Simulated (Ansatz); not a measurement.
## MnHg (Pm-3m): ferro- and antiferromagnetic starts

```
Mn Hg
1.0
     0.00000    3.31500    3.31500
     3.31500    0.00000    0.00000
     0.00000    3.31500   -3.31500
Mn Hg
2 2
Direct
  0.50000 0.50000 0.00000
  0.00000 0.50000 0.50000
  0.00000 0.00000 0.00000
  0.50000 0.00000 0.50000
```

The source of the geometry is a structure as deposited in COD, repeated to hold the magnetic orders; atoms and cell stay fixed.

Common settings: PBE, 7×9×7 k mesh, Fermi–Dirac smearing of 0.1 eV. PAW means Ansatz 0.2.0 on its default frozen-core files; LAPW is all-electron LAPW in Ansatz 0.2.0. Site moments are integrated in spheres about the atoms, whose radii differ between the methods. Start moments of the first PAW run (μB): Mn1 4, Mn2 4.

Energies count from the run that starts all moments parallel. Patterns list the atoms that start with 0.5 μB or more.

```
               start  ΔF PAW (meV/atom)  ΔF LAPW (meV/atom)  largest moment, PAW (μB)  M, PAW (μB/cell)  order at the end, PAW  P, PAW (GPa)
          Mn1↑, Mn2↑                0.0                 0.0                      3.86              7.78                   kept           0.4
          Mn1↑, Mn2↓              +26.3               +26.3                      3.89              0.00                   kept           1.1
no spin polarisation             +692.3                   –                      0.00              0.00                      –         -14.4
```

Q: Map the PAW energies of the orders that kept their pattern on E = −Σ J s_i s_j over ordered pairs, with couplings only between Mn atoms 3.31–3.32 Å apart. What J follows?

A: Per Mn atom, ΔE = Σ J·(n_parallel state − n_order), where n is the mean of Σ s_i s_j over a shell: Mn1↑, Mn2↓ has ΔE = +52.7 meV and Δn = 8.0. This gives J(3.31–3.32 Å) = +6.59 meV, which fits exactly since there are as many orders as couplings. All other shells are lumped into these numbers, so they are effective couplings.

The lowest of these ends as follows. Site moments (μB): Mn1 3.86, Mn2 3.86, Hg3 -0.02, Hg4 -0.02. Cell moment 7.78 μB. Orders of other supercells weren't tried and can lie lower.

The Ansatz runs typed with the search for lower states off end where their start leads. Spin–orbit coupling is left out although heavy atoms are present. None of this fixes the real material's magnetic order: only patterns that fit the cell were computed, at zero temperature, with a functional that can overstate moments.
